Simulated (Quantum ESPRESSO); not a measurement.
Ge6PB, a curve over one atom's position

Computed values, not a measurement. The program is pw.x of Quantum ESPRESSO 7.5 (plane-wave density functional theory). The cell is made up: 8 atoms on a zincblende/diamond lattice, with randomly drawn elements, strain and displacements, not relaxed. PseudoDojo standard norm-conserving files (v0.5 for PBE, v0.4.1 for LDA and PBEsol) set the functional; there is no spin polarisation, spin-orbit coupling or dispersion term, and the masses in the input are unused placeholders.

Seven runs move atom 8 (Ge, counted in the order of the input) along z and keep all else fixed.

Input of the run at +0.0033:

```
&control calculation='scf', pseudo_dir='./dojo.nc.sr.pbe.v0_5.standard.upf', outdir='./o', disk_io='low', tprnfor=.true., tstress=.true. /
&system ibrav=0, nat=8, ntyp=3, nbnd=56, ecutwfc=77.98206166, nosym=.true., tot_charge=0,
 occupations='smearing', smearing='fd', degauss=0.0073498644
/
&electrons conv_thr=7.350e-09, electron_maxstep=60, /
ATOMIC_SPECIES
B 1.0 B.upf
Ge 1.0 Ge.upf
P 1.0 P.upf
CELL_PARAMETERS angstrom
5.6402 0.1044 0.0239
0.1044 5.6739 -0.0609
0.0239 -0.0609 5.714
ATOMIC_POSITIONS angstrom
Ge -0.0118 -0.0499 -0.0192
Ge 0.0206 2.8161 2.8038
Ge 2.8425 0.0464 2.8105
P 2.8794 2.9482 0.0135
B 1.4401 1.4862 1.4172
Ge 1.5373 4.2541 4.1441
Ge 4.2347 1.4415 4.3041
Ge 4.34 4.3708 1.3838
K_POINTS automatic
6 6 6 1 1 1
```

| shift of atom 8 along z (Å) | free energy less that of the input shown (eV) | Fx on atom 8 (eV/Å) | Fy on atom 8 (eV/Å) | Fz on atom 8 (eV/Å) | pressure (GPa) | iterations |
| --- | --- | --- | --- | --- | --- | --- |
| -0.1128 | 0.0258 | -0.303 | -0.765 | 0.896 | -4.26 | 10 |
| -0.0899 | 0.0083 | -0.242 | -0.735 | 0.632 | -4.29 | 10 |
| -0.0503 | -0.0076 | -0.138 | -0.688 | 0.172 | -4.31 | 10 |
| +0.0033 | 0.0000 | 0.000 | -0.631 | -0.455 | -4.28 | 10 |
| +0.0322 | 0.0180 | 0.072 | -0.605 | -0.793 | -4.24 | 10 |
| +0.0516 | 0.0356 | 0.121 | -0.588 | -1.019 | -4.21 | 10 |
| +0.1238 | 0.1393 | 0.297 | -0.536 | -1.850 | -4.01 | 10 |

A cubic fit gives dFz/dz = -11.70 eV/Å² at zero shift. Across the table the free energy follows the integral of the force to within 0.1 meV. A rerun of one of the cells at 1347 eV and a 8 x 8 x 8 mesh moved values by no more than 0.004 eV in energy, 0.02 GPa in stress and 0.008 eV/Å in force.